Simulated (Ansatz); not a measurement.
# Lattice vibrations of Al2W3 at Γ

These are results of Ansatz 0.2.0, DFT PBE, scalar-relativistic, plane waves, PAW, not measurements. Plane waves to 420 eV; Γ-centred k mesh 14×14×14; Gaussian smearing of 0.10 eV. No spin polarisation. Phonons by linear response, acoustic sum rule imposed.

Relaxed structure:
```yaml
crystal:
  lattice:
    - [-1.60841, 1.60841, 7.56589]
    - [1.60841, -1.60841, 7.56589]
    - [1.60841, 1.60841, -7.56589]
  atoms:
    - { symbol: Al, position: [0.20039, 0.20039, 0.00000] }
    - { symbol: Al, position: [0.79961, 0.79961, 0.00000] }
    - { symbol: W, position: [0.00000, 0.00000, 0.00000] }
    - { symbol: W, position: [0.39899, 0.39899, 0.00000] }
    - { symbol: W, position: [0.60101, 0.60101, 0.00000] }
```

The structure comes from a proposed guess, relaxed at this level; another structure or a mixture of phases may lie lower. In a metal, frequencies depend on the k mesh and the smearing, soft modes most. Spin–orbit coupling is left out, which matters for heavy elements.

Task: Is this structure stable against zone-centre distortions?

Result: Yes, at Γ: no optical mode is imaginary. Strains and other wave vectors aren't tested by this run.

Task: List the optical modes at Γ (i marks imaginary ones).

Result:
| frequency (meV) | degeneracy |
| --- | --- |
| 15.3 | 2 |
| 15.6 | 2 |
| 21.2 | 1 |
| 24.2 | 1 |
| 29.8 | 2 |
| 33.5 | 1 |
| 39.7 | 2 |
| 44.6 | 1 |
